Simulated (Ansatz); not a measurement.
C in space group P6_222 (No. 180; C on 3c), plane-wave PAW PBE (Ansatz code). The conduction-band minimum lies at M, with 3 equivalent valleys. Second derivatives d²E/dk² of the lowest band at one valley (eV·Å²), along Cartesian directions:

| direction | d²E/dk² |
|---|---|
| [100] | 21.23 |
| [010] | 18.14 |
| [001] | 30.89 |
| [110] | 19.68 |
| [101] | 26.06 |
| [011] | 24.49 |

Problem. Find the principal effective masses, the density-of-states mass and the conductivity mass.

Solution. Off-diagonal terms follow from H_xy = H[110] − (H_xx + H_yy)/2, and m*/mₑ = 7.620 eV·Å² over each eigenvalue: 0.25, 0.36, 0.42. One valley's DOS mass (m₁m₂m₃)^(1/3) = 0.33, conductivity mass 3/(Σ 1/mᵢ) = 0.33 mₑ.

Problem. What effective density of states Nc follows at 300 K for parabolic valleys?

Solution. Nc = 2.509e19 × 3 × (0.33)^(3/2) ≈ 1.4e19 cm⁻³.

The start of the workflow was typed in or built on a structure type; neither database checked (COD, Materials Project) lists it. It is not the phase usual at ambient conditions (space group No. 194, 227). The PBE relaxation kept the symmetry of its start; its stability against distortions is not shown here.

Potentials: the later of the program's two PAW sets.

Edges and masses are those of Kohn–Sham bands, whose gap is no quasiparticle gap.
